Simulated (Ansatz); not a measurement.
A relaxed 1×1 slab of 3 planes, cut along (111) from a fcc crystal of one element, has a cell area of 12.36 Å² and a bulk spacing of 3.085 Å between its first planes. All-electron LAPW in Ansatz 0.2.0 (LDA, scalar-relativistic, no spin polarisation) gives γ = 0.55 J/m², Φ = 3.06 eV and a change of the outer spacing of -2.8 %. The fcc structure needn't be the element's own.

Question: Which element is it?

Answer: Ca. Neighbours weren't tried against these numbers.
